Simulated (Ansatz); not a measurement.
MgPd (CsCl type)

```xyz
2
Lattice="3.1038 0.0000 0.0000 0.0000 3.1038 0.0000 0.0000 0.0000 3.1038" Properties=species:S:1:pos:R:3 pbc="T T T"
Mg     0.0000     0.0000     0.0000
Pd     1.5519     1.5519     1.5519
```

Method: LDA (plane waves to 420 eV, PAW, scalar-relativistic; Ansatz, an electronic-structure program). Harmonic phonons by density-functional perturbation theory on a 16×16×16 k mesh, in cm⁻¹ and rounded to 5; i marks imaginary ones, q is in fractions of the reciprocal vectors of the cell shown, and the three acoustic modes at Γ are left out. The program warned that its band solver left a few bands short of their tolerance. MgPd is run without spin polarisation. MgPd was relaxed with its symmetry unable to fall.

Problem. Does any mode at Γ, X = (0.5, 0.0, 0.0), M = (0.5, 0.5, 0.0), R = (0.5, 0.5, 0.5) come out imaginary?

Solution. No imaginary mode at these points (lowest 80 cm⁻¹ at M = (0.5, 0.5, 0.0)); other wave vectors were not tested.

Problem. List the wavenumbers at Γ, X = (0.5, 0.0, 0.0), M = (0.5, 0.5, 0.0), R = (0.5, 0.5, 0.5), with degeneracies.

Solution. 
| q | wavenumbers (cm⁻¹) |
|---|---|
| Γ | 255 (×3) |
| X = (0.5, 0.0, 0.0) | 120 (×2), 135, 235 (×2), 330 |
| M = (0.5, 0.5, 0.0) | 80 (×2), 125, 225, 305 (×2) |
| R = (0.5, 0.5, 0.5) | 125 (×3), 305 (×3) |
